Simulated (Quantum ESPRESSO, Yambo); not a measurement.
K2Pt (space group Fm-3m, No. 225) under isotropic strain (on all lattice vectors), counted from the cell relaxed with PBEsol, atoms relaxed at each step. PBEsol (pw.x of Quantum ESPRESSO, ONCV potentials, no spin-orbit coupling); G0W0 in Yambo (4×4×4 Γ-centred k mesh, bands 5 to 154 and a 7 Ry block in the screening, 154 bands in G with the Bruneval-Gonze terminator, plasmon pole fitted at 27.2 eV).

| strain s (%) | PBEsol direct gap at L (eV) | G0W0 direct gap at L (eV) |
|---|---|---|
| -3 | 1.632 | 2.478 |
| -1.5 | 1.547 | 2.383 |
| 0 | ? | ? |
| +1 | 1.417 | 2.225 |
| +2 | 1.368 | 2.164 |

Task: Fit a parabola in s to each column by least squares and predict the withheld row.

Result: PBEsol: E = 1.467 − 0.0517 s + 0.0011 s² (largest residual 1 meV), giving 1.467 eV at s = +0; the run gave 1.468 eV, a miss of 0 meV. G0W0: E = 2.288 − 0.0627 s + 0.0002 s² (largest residual 1 meV), giving 2.288 eV at s = +0; the run gave 2.288 eV, a miss of 0 meV. The GW settings are held fixed; their convergence isn't established. The screening block changes size along the series (229 vectors at -3 %, 229 vectors at -1.5 %, 259 vectors at +0 %, 283 vectors at +1 %, 283 vectors at +2 %), which puts steps into the G0W0 values. Spin-orbit coupling is left out, which matters for elements this heavy: edges can move by tenths of an eV.

The structure is a Materials Project entry; no match was found in the copy of COD used, and its stability was not checked.
